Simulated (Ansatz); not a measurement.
Sc: what symmetry allows forces and stress to be

```yaml
crystal:
  lattice:
    - [-3.01958, 3.01958, 2.72746]
    - [3.01958, -3.01958, 2.72746]
    - [3.01958, 3.01958, -2.72746]
  atoms:
    - { symbol: Sc, position: [0.17731, 0.32746, 0.50477] }
    - { symbol: Sc, position: [0.67254, 0.17731, 0.84986] }
    - { symbol: Sc, position: [0.32746, 0.82269, 0.15014] }
    - { symbol: Sc, position: [0.82269, 0.67254, 0.49523] }
```

Method: DFT PBEsol, scalar-relativistic, plane waves, PAW (Ansatz).

Plane waves to 420 eV, a k mesh through Γ of 10×10×10 on the computed 4-atom cell and Gaussian smearing (0.10 eV); no spin polarisation.

This distorted cell has space group I4/m, with 8 operations.

Without a calculation: in which directions can each atom feel a force?

A force must be left unchanged by every operation that keeps its atom in place, so it lies in the space that those operations leave fixed. Atoms that the group maps onto each other feel forces of one size.
| atom | site symmetry | operations at the site | equivalent to atom | allowed force (Cartesian) |
| --- | --- | --- | --- | --- |
| Sc1 | m.. | 2 | 1 | in the plane normal to (0.00, 0.00, 1.00) |
| Sc2 | m.. | 2 | 1 | in the plane normal to (0.00, 0.00, 1.00) |
| Sc3 | m.. | 2 | 1 | in the plane normal to (0.00, 0.00, 1.00) |
| Sc4 | m.. | 2 | 1 | in the plane normal to (0.00, 0.00, 1.00) |

That leaves 2 independent force components of 12. A relaxation in this cell that keeps the symmetry moves the atoms in these directions alone.

And the stress tensor?

It must be invariant under the point group, which leaves 2 independent components: yz, xz, xy vanish; xx = yy.

Do the computed values obey this?

Yes. Forces (eV/Å):
```
Sc1  0.410 -0.620  0.000
Sc2 -0.620 -0.410  0.000
Sc3  0.620  0.410  0.000
Sc4 -0.410  0.620  0.000
```

Stress (GPa, compression positive, xx yy zz yz xz xy): -0.64 -0.64 -0.85 0.00 0.00 0.00. The program imposes the same operations on density, forces and stress, so this confirms the analysis and is no independent test of the calculation.

This form isn't the element's structure at ambient conditions.